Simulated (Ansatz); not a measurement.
A geometry of Pd away from equilibrium: step 3 of the relaxation of a relaxed Pd cell, doubled along one cell vector, shaken by Gaussian noise of σ = 0.08 Å a coordinate. Method: PBEsol (plane waves to 420 eV, PAW, scalar-relativistic; Ansatz, a first-principles code). Γ-centred k-mesh 8×4×7 on the run's cell (coarser than for final values), Fermi–Dirac smearing 0.05 eV. The plane waves were selected for a different cell earlier on the path.

```xyz
8
Lattice="4.2963 -0.0204 0.0901 -0.0408 8.6055 0.0338 0.1055 0.0198 5.0444" Properties=species:S:1:pos:R:3 pbc="T T T"
Pd     2.3297     2.0420     3.8195
Pd     2.2434     6.4374     3.8444
Pd     2.3876     2.1029     1.2970
Pd     2.3169     6.2968     1.3124
Pd     0.1966     2.2842     2.5086
Pd     0.1245     6.7693     2.5208
Pd     1.9891    -0.0951     0.1329
Pd     1.8476     4.2102    -0.0141
```

What forces act on the atoms (eV/Å)?


```
atom     Fx     Fy     Fz
----  -----  -----  -----
Pd1   -0.05  -0.24   0.23
Pd2    0.02  -0.10  -0.10
Pd3    0.18   0.00  -0.32
Pd4    0.14  -0.25   0.13
Pd5    0.27   0.30   0.03
Pd6    0.20   0.41  -0.14
Pd7   -0.38   0.11   0.09
Pd8   -0.37  -0.23   0.08
```

The path ends in Fm-3m (No. 225) (fcc (Cu type)). No spin polarisation in the result.

Of the parent cell (P4₂/mmc (No. 131)): it is a generated cell of Pd: the first start was made by a random draw of sites in a space group, and the end was not matched to a known phase here, so it may be hypothetical. Known forms of Pd include space group No. 225.
